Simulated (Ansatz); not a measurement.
AgI:
```cif
data_AgI
_chemical_formula_sum 'Ag1 I1'
_space_group_name_H-M_alt 'P 1'
_space_group_IT_number 1
_cell_length_a 4.48874
_cell_length_b 4.48874
_cell_length_c 4.48874
_cell_angle_alpha 60.000
_cell_angle_beta 60.000
_cell_angle_gamma 60.000
loop_
_space_group_symop_operation_xyz
  'x, y, z'
loop_
_atom_site_label
_atom_site_type_symbol
_atom_site_fract_x
_atom_site_fract_y
_atom_site_fract_z
_atom_site_occupancy
Ag1 Ag 0.00000 0.00000 0.00000 1
I1 I 0.25000 0.25000 0.25000 1
```

Relaxed with LDA.

Give the optical modes at the zone centre with their infrared and Raman activity from DFPT, LDA in the plane-wave PAW code Ansatz.

Transverse frequencies, without the LO–TO term; a row sums one degenerate level.

| ω (cm⁻¹) | degeneracy | IR ((D/Å)²/amu) | Raman (Å⁴/amu) | activity | symmetry |
|---|---|---|---|---|---|
| 118 | 3 | 1.66 | 110 | IR+Raman | T2 |

How high does the top mode go among those that the LO–TO term moves?

130 cm⁻¹ for q along x.

Space group F-43m (zinc blende). Symmetry was held in the LDA relaxation; phonons on a q-mesh show no instability. No spin polarisation was allowed. Scalar-relativistic: spin–orbit coupling is off unless named, which matters more the heavier the elements.

Potentials: the later of the program's two PAW sets.
